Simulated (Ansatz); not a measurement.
Given:

AlPd:
```cif
data_Al4Pd4
_chemical_formula_sum 'Pd4 Al4'
_space_group_name_H-M_alt 'Fm-3m'
_space_group_IT_number 225
_space_group_name_Hall '-F 4 2 3'
_cell_length_a 5.13036
_cell_length_b 5.13036
_cell_length_c 5.13036
_cell_angle_alpha 90.000
_cell_angle_beta 90.000
_cell_angle_gamma 90.000
loop_
_atom_site_label
_atom_site_type_symbol
_atom_site_symmetry_multiplicity
_atom_site_Wyckoff_symbol
_atom_site_fract_x
_atom_site_fract_y
_atom_site_fract_z
_atom_site_occupancy
Pd1 Pd 4 a 0.00000 0.00000 0.00000 1
Al1 Al 4 b 0.50000 0.50000 0.50000 1
```
(The calculation used a cell of 2 atoms; values per cell refer to that cell.)

This is the PBE-relaxed structure.

Problem. All from the program Ansatz at the PBE level (PAW), unless another level is named. Give the formation energy from the elements (no fitted shifts).

Solution. -0.42 eV/atom.

Problem. And the density of states at the Fermi level?

Solution. 0.33 states/eV per atom (mean over ±0.08 eV).

The start of the workflow was typed in or built on a structure type; neither database checked (COD, Materials Project) lists it. Its standing as an ambient phase is unchecked. Symmetry was held in the PBE relaxation; whether a distortion lowers the energy is not shown. No spin polarisation was allowed. The references are the lowest solids computed at this level, not always the standard phases. Spin–orbit coupling is left out wherever it is not named.

Potentials: the later of the program's two PAW sets.
